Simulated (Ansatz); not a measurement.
RbCrSe2 in space group R3m (No. 160; Rb on 3a, Cr on 3a, Se on 3a, Se on 3a), DFT-r²SCAN in the program Ansatz with PAW potentials, all energies at zero smearing, with the estimated change up to a 700 eV cutoff added, with one set of potentials and settings (totals compare only within such a set). Cell of 4 atoms (1 Rb, 1 Cr, 2 Se): -17621.317 eV.

| element | reference phase | E (eV/atom) |
|---|---|---|
| Rb | Cmcm, 2 atoms in the cell | -3278.0015 |
| Cr | Im-3m, 2 atoms in the cell, spin-polarised | -3382.7158 |
| Se | P3_121, 3 atoms in the cell | -5478.1269 |

Formation energy per atom, worked out: (-17621.317 − 1×(-3278.0015) − 1×(-3382.7158) − 2×(-5478.1269))/4 = -1.086 eV/atom (-105 kJ per mol of atoms), at 0 K, without zero-point energy or fitted corrections.

The first step of the workflow began from a Materials Project structure, measured or hypothetical; the Crystallography Open Database copy checked does not list it. Whether it is the stable phase at ambient conditions was not checked. The cell was relaxed with r²SCAN under the symmetry of its start; whether a distortion lowers the energy is not shown. Magnetic state: ferromagnetic, the only order run, not a proven ground state. The cell computed holds one magnetic atom, so no antiferromagnetic order was within reach. Other orbital occupations within this spin state were not tried. No Hubbard U is applied. The references are the lowest solids computed at this level, not always the standard phases.

Potentials: the later of the program's two PAW sets.
